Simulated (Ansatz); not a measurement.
**Step by step: Cu₃Pd, 15 steps of 1.5 fs from 300 K**

Computed with Ansatz 0.2.0, DFT, LDA, all-electron LAPW, scalar-relativistic.

Command: `ansatz run input.yaml --threads 2 --pin off --max-ram 6144MiB --backend cpu --events-out ev --progress --plain --runs-dir out` The run took 9.3 min on 2 threads of Intel(R) Xeon(R) Platinum 8488C (Sapphire Rapids), on a shared host, peak memory 0.76 GiB.

```yaml
crystal:
  lattice:
    - [3.697, 0.0, 0.0]
    - [0.0, 3.697, 0.0]
    - [0.0, 0.0, 3.659]
  atoms:
    - { symbol: Cu, position: [0.0, 0.5, 0.5] }
    - { symbol: Cu, position: [0.5, 0.0, 0.5] }
    - { symbol: Cu, position: [0.5, 0.5, 0.0] }
    - { symbol: Pd, position: [0.0, 0.0, 0.0] }
kpoints:
  mp_grid: { grid: [5, 5, 5] }
scf:
  occupations: { method: fermi_dirac, width: 0.08 }
hamiltonian:
  xc: lda
  pseudopotentials: { kind: all_electron, lapw: { basis_error: 0.001 } }
output:
  forces: true
  stress: true
md:
  timestep: 1.5
  n_steps: 15
  ensemble: nve
  temperature: 300
  initial_velocities: maxwell_boltzmann
  seed: 630565
```

Spin polarisation is left out, and whether a magnetic state lies lower isn't shown here.

The cell comes from COD entry 1525112, which wasn't checked; take it as a given geometry.

Each frame lists Cartesian positions (Å) and forces (eV/Å). Free energies count from the first step, -272073.6658 eV.

Step 0 (t = 0.0 fs): E = 0.0 meV, T = 300 K, conserved energy 0.0 meV

```
Cu    0.0000    1.8485    1.8295     0.000   0.000   0.000
Cu    1.8485    0.0000    1.8295     0.000   0.000   0.000
Cu    1.8485    1.8485    0.0000     0.000   0.000   0.000
Pd    0.0000    0.0000    0.0000     0.000   0.000   0.000
```

Step 1 (t = 1.5 fs): E = +0.3 meV, T = 299 K, conserved energy 0.0 meV

```
Cu    0.0039    1.8440    1.8287    -0.027   0.030   0.005
Cu    1.8446    0.0026    1.8301     0.040  -0.011  -0.003
Cu    1.8466    1.8521    0.0000     0.027  -0.022  -0.001
Pd    0.0012   -0.0010    0.0001    -0.039   0.003  -0.002
```

Step 2 (t = 3.0 fs): E = +1.2 meV, T = 297 K, conserved energy 0.0 meV

```
Cu    0.0077    1.8394    1.8280    -0.055   0.060   0.011
Cu    1.8407    0.0052    1.8306     0.079  -0.023  -0.006
Cu    1.8446    1.8557    0.0001     0.053  -0.044  -0.001
Pd    0.0024   -0.0020    0.0002    -0.078   0.007  -0.004
```

Step 3 (t = 4.5 fs): E = +2.7 meV, T = 293 K, conserved energy 0.0 meV

```
Cu    0.0115    1.8349    1.8272    -0.082   0.090   0.016
Cu    1.8368    0.0078    1.8312     0.118  -0.034  -0.009
Cu    1.8427    1.8594    0.0001     0.080  -0.065  -0.002
Pd    0.0035   -0.0030    0.0003    -0.116   0.010  -0.005
```

Step 4 (t = 6.0 fs): E = +4.8 meV, T = 288 K, conserved energy 0.0 meV

```
Cu    0.0154    1.8304    1.8265    -0.109   0.119   0.022
Cu    1.8330    0.0104    1.8317     0.157  -0.046  -0.012
Cu    1.8408    1.8629    0.0002     0.106  -0.087  -0.002
Pd    0.0047   -0.0040    0.0004    -0.154   0.013  -0.007
```

Step 5 (t = 7.5 fs): E = +7.5 meV, T = 281 K, conserved energy 0.0 meV

```
Cu    0.0191    1.8260    1.8258    -0.136   0.149   0.027
Cu    1.8292    0.0129    1.8323     0.196  -0.058  -0.015
Cu    1.8390    1.8665    0.0002     0.131  -0.108  -0.003
Pd    0.0058   -0.0050    0.0005    -0.191   0.017  -0.009
```

Step 6 (t = 9.0 fs): E = +10.7 meV, T = 273 K, conserved energy 0.0 meV

```
Cu    0.0228    1.8216    1.8250    -0.163   0.178   0.032
Cu    1.8255    0.0155    1.8328     0.234  -0.069  -0.018
Cu    1.8371    1.8700    0.0002     0.157  -0.130  -0.004
Pd    0.0069   -0.0060    0.0006    -0.227   0.021  -0.011
```

Step 7 (t = 10.5 fs): E = +14.3 meV, T = 263 K, conserved energy 0.0 meV

```
Cu    0.0265    1.8173    1.8243    -0.189   0.208   0.038
Cu    1.8219    0.0180    1.8333     0.271  -0.081  -0.021
Cu    1.8354    1.8735    0.0003     0.181  -0.151  -0.004
Pd    0.0079   -0.0070    0.0006    -0.263   0.024  -0.012
```

Step 8 (t = 12.0 fs): E = +18.5 meV, T = 252 K, conserved energy 0.0 meV

```
Cu    0.0301    1.8130    1.8236    -0.215   0.237   0.043
Cu    1.8184    0.0205    1.8339     0.308  -0.093  -0.024
Cu    1.8337    1.8769    0.0003     0.205  -0.171  -0.005
Pd    0.0088   -0.0080    0.0007    -0.297   0.028  -0.014
```

Step 9 (t = 13.5 fs): E = +23.0 meV, T = 241 K, conserved energy 0.0 meV

```
Cu    0.0336    1.8089    1.8229    -0.241   0.265   0.048
Cu    1.8149    0.0230    1.8344     0.343  -0.105  -0.027
Cu    1.8321    1.8803    0.0003     0.228  -0.192  -0.005
Pd    0.0098   -0.0090    0.0008    -0.330   0.032  -0.016
```

Step 10 (t = 15.0 fs): E = +27.9 meV, T = 228 K, conserved energy 0.0 meV

```
Cu    0.0371    1.8048    1.8222    -0.266   0.294   0.053
Cu    1.8116    0.0254    1.8349     0.378  -0.118  -0.030
Cu    1.8305    1.8836    0.0004     0.250  -0.212  -0.006
Pd    0.0106   -0.0100    0.0009    -0.362   0.036  -0.017
```

Step 11 (t = 16.5 fs): E = +33.1 meV, T = 215 K, conserved energy 0.0 meV

```
Cu    0.0404    1.8008    1.8216    -0.291   0.322   0.057
Cu    1.8085    0.0278    1.8354     0.412  -0.130  -0.033
Cu    1.8291    1.8868    0.0004     0.271  -0.231  -0.006
Pd    0.0114   -0.0110    0.0010    -0.391   0.040  -0.018
```

Step 12 (t = 18.0 fs): E = +38.5 meV, T = 201 K, conserved energy 0.0 meV

```
Cu    0.0437    1.7969    1.8210    -0.315   0.349   0.062
Cu    1.8054    0.0301    1.8359     0.444  -0.143  -0.035
Cu    1.8277    1.8899    0.0004     0.290  -0.251  -0.007
Pd    0.0121   -0.0119    0.0010    -0.419   0.044  -0.020
```

Step 13 (t = 19.5 fs): E = +44.3 meV, T = 186 K, conserved energy 0.0 meV

```
Cu    0.0469    1.7932    1.8203    -0.339   0.376   0.067
Cu    1.8025    0.0324    1.8364     0.476  -0.155  -0.038
Cu    1.8264    1.8930    0.0004     0.309  -0.269  -0.007
Pd    0.0127   -0.0129    0.0011    -0.446   0.048  -0.021
```

Step 14 (t = 21.0 fs): E = +50.0 meV, T = 172 K, conserved energy 0.0 meV

```
Cu    0.0499    1.7895    1.8198    -0.362   0.402   0.071
Cu    1.7998    0.0347    1.8368     0.505  -0.168  -0.041
Cu    1.8253    1.8960    0.0005     0.326  -0.288  -0.008
Pd    0.0132   -0.0138    0.0012    -0.470   0.053  -0.022
```

Step 15 (t = 22.5 fs):

```
Cu    0.0528    1.7860    1.8192
Cu    1.7972    0.0368    1.8373
Cu    1.8242    1.8988    0.0005
Pd    0.0136   -0.0147    0.0012
```

(1) Give the energy and forces of step 15.

(2) What is the mean temperature over the last 8 frames?

Answers

(1) E = +55.7 meV, T = 157 K, conserved energy 0.0 meV
```
Cu    0.0528    1.7860    1.8192    -0.384   0.428   0.075
Cu    1.7972    0.0368    1.8373     0.533  -0.180  -0.043
Cu    1.8242    1.8988    0.0005     0.342  -0.305  -0.008
Pd    0.0136   -0.0147    0.0012    -0.492   0.057  -0.023
```

(2) 206 K; so short a run of so small a cell isn't equilibrated.
